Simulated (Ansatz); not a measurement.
Vibrations of Mo (Im-3m) by finite displacements

```
Mo
1.0
    -1.56497    1.56497    1.56497
     1.56497   -1.56497    1.56497
     1.56497    1.56497   -1.56497
Mo
1
Direct
  0.00000 0.00000 0.00000
```

Conventional cell: a = 3.130 Å, b = 3.130 Å, c = 3.130 Å, α = 90.00°, β = 90.00°, γ = 90.00°. Mo (atom 1) is surrounded by 8 Mo at 2.71 Å.

Unless marked otherwise, the numbers come from PBEsol, all-electron LAPW in Ansatz 0.2.0, scalar-relativistic. k mesh 20×20×20, Fermi-Dirac smearing of 0.100 eV, basis error target 1 meV/atom. The cell was relaxed by PAW under this functional.

Atoms are displaced by 0.01 Å in the smallest supercells that hold the wave vectors of a 4×4×4 mesh. Negative values stand for unstable modes.

**Question.** What are the phonon energies at the solved wave vectors, in THz?

**Answer.** 

```json
{"q": "0.250 0.000 0.000", "point": "–", "modes (THz)": "3.51, 4.00, 5.98"}
{"q": "0.500 0.000 0.000", "point": "N", "modes (THz)": "4.71, 5.89, 8.07"}
{"q": "0.250 0.250 0.000", "point": "–", "modes (THz)": "5.60, 6.06, 7.24"}
{"q": "0.250 0.250 0.250", "point": "P", "modes (THz)": "6.45 (×3)"}
{"q": "-0.250 0.250 0.250", "point": "–", "modes (THz)": "4.53 (×2), 7.17"}
{"q": "0.500 0.500 0.250", "point": "–", "modes (THz)": "5.27, 6.37, 7.18"}
{"q": "0.500 0.500 0.500", "point": "H", "modes (THz)": "5.34 (×3)"}
```

**Question.** Is the structure dynamically stable at these wave vectors?

**Answer.** Yes, no mode is unstable there; wave vectors off this mesh aren't tested.

**Question.** How well do frozen-core PAW files reproduce these all-electron values?

**Answer.** With a cutoff of 420 eV and displacements of 0.0025 Å, the r.m.s. difference over the modes is 0.1 cm⁻¹; the largest difference is 178.1 (PAW) against 178.2 cm⁻¹ (LAPW).

Known limits: responses of metals move with mesh and smearing; the frozen-core PAW files of the compared runs were fitted under PBE, their cores solved anew for this functional.
